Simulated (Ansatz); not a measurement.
Values for one crystal, relaxed and computed with the program Ansatz at the PBEsol level (PAW); other levels are named.

```yaml
volume_per_atom: 30.31 Å³
band_gap: 0.10 eV (indirect)
Poisson's ratio: 0.34
Gap with spin–orbit coupling: none (metallic)
electron_effective_mass: 0.014, 0.051, 0.051 mₑ (principal values)
hole_effective_mass: 0.26, 0.26, 0.48 mₑ (principal values)
valence_band_maximum: at A
```

Which compound is it?
A) AlP, P6_222 (Al on 3d, P on 3c)
B) Bi2Te3, La2O3 or Ni2Al3 type
C) Mg2C, anti-fluorite
D) CdTe, P6_222 (Cd on 3c, Te on 3d)

D, CdTe, P6_222 (Cd on 3c, Te on 3d)

The start of the workflow was typed in or built on a structure type; neither database checked (COD, Materials Project) lists it. It is not the phase usual at ambient conditions (space group No. 216). The cell was relaxed with PBEsol under the symmetry of its start; of distortions, only those at the zone centre were tested. Spin–orbit coupling is left out wherever it is not named.

Potentials: the later of the program's two PAW sets.
